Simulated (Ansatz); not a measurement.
Ag (bcc (W type), Im-3m) at seven volumes, the program Ansatz at the LDA level (PAW), scaled uniformly. One row is withheld.

```tsv
V (Å³/atom)	P (GPa)
14.669	16.53
15.153	?
15.636	4.45
16.120	0.00
16.604	-3.65
17.087	-6.60
17.571	-8.99
```

Q: Fit the shown pressures and predict the withheld one.

A: Third-order Birch–Murnaghan: P = (3/2)B₀(x^(7/2) − x^(5/2))[1 + (3/4)(B′ − 4)(x − 1)] with x = (V₀/V)^(2/3). Least squares on the six rows gives V₀ = 16.119 Å³/atom, B₀ = 133.8 GPa, B′ = 5.75. At V = 15.153, x = 1.0421 and P = 9.87 GPa. The run itself gave 9.89 GPa.

The first step of the workflow began from a Materials Project structure, measured or hypothetical; the Crystallography Open Database copy checked does not list it. It is not the phase usual at ambient conditions (space group No. 225). Symmetry was held in the LDA relaxation. At this level the phase is mechanically unstable. The run is not spin-polarised.

Potentials: the earlier of the program's two PAW sets. The files were generated under PBE; for other functionals the program regenerates the frozen cores, and for LDA and PBEsol the local potential too.
